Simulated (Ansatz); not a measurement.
According to the program Ansatz at the r²SCAN+D4 level (PAW), BP in the orthorhombic phase (Pnma; B on 4c, P on 4c) relaxes to a = 6.234 Å, b = 3.217 Å, c = 5.363 Å. Its formation energy from the elements is -0.19 eV/atom, with no fitted shifts.

It is gapped at this level: 0.80 eV (indirect). HSE06 on the same cell gives 1.42 eV. The hole mass is 0.19, 0.49, 0.83 mₑ (principal values).

An equation-of-state fit gives a bulk modulus of 132 GPa. The elastic constants imply a Debye temperature near 812 K. Bader charges are B +0.64, P -0.64 e.

The start of the workflow was typed in or built on a structure type; neither database checked (COD, Materials Project) lists it. It is not the phase usual at ambient conditions (space group No. 216). The cell was relaxed with r²SCAN+D4 under the symmetry of its start; whether a distortion lowers the energy is not shown. The volume moved by 25 % from the start of the relaxation. The references are the lowest solids computed at this level, not always the standard phases.

Potentials: the later of the program's two PAW sets.
